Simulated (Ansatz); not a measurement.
**Guessed and relaxed cells of YAlC4N4**

Recipe of this trial structure of YAlC4N4: stacked square cyanide-bridged sheets (Cmmm, No. 65). Its size is a rough estimate.

start.cif

```cif
data_structure
_symmetry_space_group_name_H-M 'Cmmm'
_symmetry_Int_Tables_number 65
_cell_length_a 6.7624
_cell_length_b 7.4317
_cell_length_c 7.4317
_cell_angle_alpha 90.000
_cell_angle_beta 90.000
_cell_angle_gamma 90.000
_cell_volume 373.49
loop_
_atom_site_label
_atom_site_type_symbol
_atom_site_symmetry_multiplicity
_atom_site_Wyckoff_symbol
_atom_site_fract_x
_atom_site_fract_y
_atom_site_fract_z
_atom_site_occupancy
Y1 Y 2 c 0.50000 0.00000 0.50000 1
Al1 Al 2 a 0.00000 0.00000 0.00000 1
C1 C 8 n 0.50000 0.32160 0.82160 1
N1 N 8 n 0.50000 0.21028 0.71028 1
```

Level of theory: DFT PBE, scalar-relativistic, plane waves, PAW (Ansatz 0.2.0). Cutoff 420 eV, Gaussian smearing, Γ-centred meshes. Cell and atoms relax first on a coarse mesh and then on a finer one. In between, the cell is made exact in the group found at 0.06 Å. In metals the finer mesh still leaves noise of several meV/atom or more. The steps can't lower the symmetry of their start. No spin polarisation in the relaxation; trial moments died out in a coarse test.

end.cif

```cif
data_structure
_symmetry_space_group_name_H-M 'Cmmm'
_symmetry_Int_Tables_number 65
_cell_length_a 7.5775
_cell_length_b 7.7887
_cell_length_c 7.6253
_cell_angle_alpha 90.000
_cell_angle_beta 90.000
_cell_angle_gamma 90.000
_cell_volume 450.03
loop_
_atom_site_label
_atom_site_type_symbol
_atom_site_symmetry_multiplicity
_atom_site_Wyckoff_symbol
_atom_site_fract_x
_atom_site_fract_y
_atom_site_fract_z
_atom_site_occupancy
Y1 Y 2 c 0.50000 0.00000 0.50000 1
Al1 Al 2 a 0.00000 0.00000 0.00000 1
C1 C 8 n 0.50000 0.32059 0.81597 1
N1 N 8 n 0.50000 0.21380 0.70558 1
```

The symmetry stays Cmmm (No. 65). The volume per atom grows by 20.5 %, from 18.7 to 22.5 Å³. The shortest distance goes from 1.17 Å (C–N) to 1.18 Å (C–N).

```yaml
Volume_per_atom: 22.5 Å³
Density: 1.6 g/cm³
Energy_over_the_elements: +0.13 eV/atom
Gap_on_the_8×8×6_mesh_of_the_10-atom_cell: 0 eV (the bands overlap slightly)
```

The zero of energy is the elements' standard structures at the same level (N₂ as a molecule); no fitted shifts are applied. It can't be a ground state, since the elements alone are lower.

The last run used Gaussian smearing of 0.10 eV. No dispersion correction is applied, so the spacing and binding between layers, chains or molecules are poorly described. The zero gap may come from the functional, which often closes small gaps, or the cell may be a true semimetal. The reference form of C is held partly by dispersion forces, which this level lacks. A later test with randomly moved atoms led to a structure 122 meV/atom lower, so this end is a saddle point or a shallow minimum. In all, the 3 runs took 2.7 min on 1 thread of Intel(R) Xeon(R) 6975P-C (Granite Rapids), on a shared host.
